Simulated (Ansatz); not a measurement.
## Structure types of La compared at 170 GPa

Structure types of La are relaxed in primitive cells with their symmetry kept at 170 GPa, first on PAW files, then by LAPW. The enthalpy is E + pV at zero temperature, without zero-point motion. Only the types listed were tried, and differences under about 5 meV/atom are mesh noise. Not among the end structures: fcc, which may lie lower.

Computed with Ansatz 0.2.0; functional LDA, scalar-relativistic. Settings: Fermi–Dirac smearing of 0.08 eV, no spin polarisation. Methods: LAPW: all electrons, basis error target 0.5 meV/atom; PAW: frozen-core files, cutoff 420 eV.

k meshes: bcc 18×18×18, hcp 16×16×9, sc 15×15×15, beta tin 17×17×17, diamond 13×13×13.

Spin–orbit coupling is left out, which matters for the heavy atoms. The PAW files were made under PBE.

**Question.** Order the types by LAPW enthalpy, lowest first.
A. diamond
B. bcc
C. hcp
D. sc
E. beta tin

**Answer.** C (0 meV/atom), B (596 meV/atom), E (1215 meV/atom), D (1525 meV/atom), A (6567 meV/atom).

```tsv
start type	ends as	a, b, c (Å)	V (Å³/atom)	H − H(lowest), LAPW (meV/atom)	same, PAW
bcc	bcc, Im-3m	3.052, 3.052, 3.052	14.21	596.2	586.9
hcp	hcp, P6_3/mmc	2.665, 2.665, 4.495	13.83	0.0	0.0
sc	sc, Pm-3m	2.461, 2.461, 2.461	14.91	1525.2	1525.1
beta tin	beta tin, I4_1/amd	4.778, 4.778, 2.574	14.69	1215.2	1211.3
diamond	diamond, Fd-3m	5.277, 5.277, 5.277	18.37	6566.9	6561.7
```

**Question.** Split the lead of hcp over bcc into energy and pV.

**Answer.** For bcc less hcp: ΔE = +187.7 meV/atom, and p·ΔV = 170 GPa × +0.3850 Å³ × 6.242 meV/(GPa·Å³) = +408.5 meV/atom, together 596.2 meV/atom. hcp wins on both counts.
